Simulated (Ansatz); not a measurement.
CH3F on a (100) slab of Cu (Fm-3m (No. 225)), 4 planes, outer planes Cu (top) and Cu (bottom), 1 a cell of 25.4 Å², relaxed and still whole (its atoms last):

```xyz
21
Lattice="5.0394 0.0000 0.0000 0.0000 5.0394 0.0000 0.0000 0.0000 25.2398" Properties=species:S:1:pos:R:3 pbc="T T T"
Cu    1.2598    1.2598    8.0000
Cu    1.2598    3.7795    8.0000
Cu    3.7795    1.2598    8.0000
Cu    3.7795    3.7795    8.0000
Cu    2.5197    2.5197    9.7817
Cu    2.5197    0.0000    9.7817
Cu    0.0000    2.5197    9.7817
Cu    0.0000    0.0000    9.7817
Cu    3.7820    3.7816   11.5972
Cu    3.7820    1.2576   11.5999
Cu    1.2573    3.7817   11.5999
Cu    1.2573    1.2574   11.6019
Cu   -0.0026   -0.0027   13.3854
Cu   -0.0020    2.5218   13.3562
Cu    2.5224   -0.0022   13.3544
Cu    2.5211    2.5215   13.3565
C     1.2081    1.0848   16.5580
F     0.1958    0.1544   16.2601
H     2.1509    0.7293   16.1181
H     0.9326    2.0543   16.1187
H     1.2924    1.1613   17.6500
```

Method: Ansatz, DFT PBE+D3(BJ), scalar-relativistic, plane waves, PAW. Cutoff 420 eV; k points 4×4×1 on the computed 21-atom cell (Γ-centred); Gaussian smearing, width 0.10 eV; no spin polarisation. The cell repeats along c with a dipole correction in the vacuum.

It binds with 0.30 eV a molecule against the clean slab and the free molecule (no zero-point or thermal terms); its shortest contact is H–Cu 2.88 Å. Take first-order desorption with no barrier to adsorption, no reaction on the face and an assumed prefactor of 10^13 s⁻¹.

Q: How long does a molecule stay at 473 K?

A: τ = ν⁻¹·exp(E/k_BT) with k_BT = 0.0408 eV: E/k_BT = 7.4, so τ ≈ 2×10^-10 s. At about one hit a site a second (10⁻⁶ mbar) the coverage is near τ × 1 s⁻¹, so a layer needs more than atmospheric pressure.

Q: Where does its peak lie in a desorption experiment heated at 2 K/s?

A: The peak obeys E/(k_B·T_p²) = (ν/β)·exp(−E/k_BT_p). Solving gives T_p ≈ 114 K (E/k_BT_p = 30.6). An error of 0.1 eV in E moves it by about 38 K, and larger molecules have larger prefactors, which lowers it.

Q: Is this physisorption or chemisorption?

A: The tightest contact, F–Cu 2.89 Å, is 1.53 times the sum of covalent radii, and deformation and lateral interaction add up to -0.06 eV; about 0.02 e cross the plane between them. This is physisorption.

Spin polarisation was left out, and a magnetic state may lie lower.